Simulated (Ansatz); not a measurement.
Input and command of a plane-wave DFT calculation in Ansatz:

```yaml
crystal:
  lattice:
    - [4.803758, 0.0, 0.0]
    - [0.0, 4.803758, 0.0]
    - [0.0, 0.0, 4.803758]
  atoms:
    - { symbol: In, position: [0.0, 0.5, 0.5] }
    - { symbol: In, position: [0.5, 0.0, 0.5] }
    - { symbol: In, position: [0.5, 0.5, 0.0] }
    - { symbol: Se, position: [0.0, 0.0, 0.0] }
basis:
  ecutwfc: 460
kpoints:
  mp_grid: { grid: [10, 10, 10] }
hamiltonian:
  xc: pbe
scf:
  occupations: { method: gaussian, width: 0.1 }
output:
  forces: true
  stress: true
  eigenvalues: true
```

```bash
ansatz run input.yaml --threads 1 --pin off --max-ram 2560MiB --backend cpu --events-out ev --progress --plain --runs-dir out
```

Processor: Intel(R) Xeon(R) Platinum 8488C (Sapphire Rapids), 1 thread, on a host shared with other jobs.

How long does it run, and how much memory does it take?

About 9.7 s on 1 thread of Intel(R) Xeon(R) Platinum 8488C (Sapphire Rapids), with other jobs on the host, peak memory 0.54 GiB. It solves 33 bands at 56 k points (the mesh reduced by the symmetry that the task leaves, which can be less than the crystal's) with about 2517 plane waves, in 7 SCF iterations.
